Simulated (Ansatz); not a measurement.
**LiZn₃: a fit and a missing row**

LiZn₃, Fm-3m, a = 6.023 Å. The structure is a Materials Project entry; whether it is the stable form wasn't checked. Ansatz: r2SCAN, PAW, 500 eV, Γ-centred 12×12×12 mesh on 4 atoms, Gaussian smearing 0.10 eV; no spin polarisation. Symmetry fixes shape and atoms, so the cell is only scaled; pressure is positive in compression.

| V (Å³/atom) | P (GPa) |
| --- | --- |
| 12.839 | 5.05 |
| 13.249 | 2.31 |
| 13.659 | 0.02 |
| 14.068 | ? |
| 14.478 | -3.51 |

Question: Take V0 = 13.659 Å³/atom, count pressures from its P0 = 0.02 GPa, fit the third-order Birch–Murnaghan form to the other rows, and predict the missing pressure.

Answer: With the Eulerian strain f = ½[(V0/V)^(2/3) − 1] and y = (P − P0)/[3f(1 + 2f)^(5/2)], the form is the line y = B0 + 1.5 B0 (B0′ − 4) f. Rows (f, y): 0.02107, 71.8; 0.01026, 70.7; -0.01904, 68.1. Means f = 0.004097, y = 70.200; Σ(Δf)² = 0.0008614, ΣΔfΔy = 0.07883; the slope is their ratio. y = 69.83 + 91.51 f GPa, so B0 = 69.8 GPa and B0′ = 4 + 2 × (91.51)/(3 × 69.83) = 4.87. At V = 14.068, f = -0.00974, y = 68.94 and P = -1.90 GPa. The run gave -1.90 GPa, the same to the digits shown.

Cost: 5 runs of about 1.7 core-minutes in all, on Arm Neoverse V2 (shared hosts).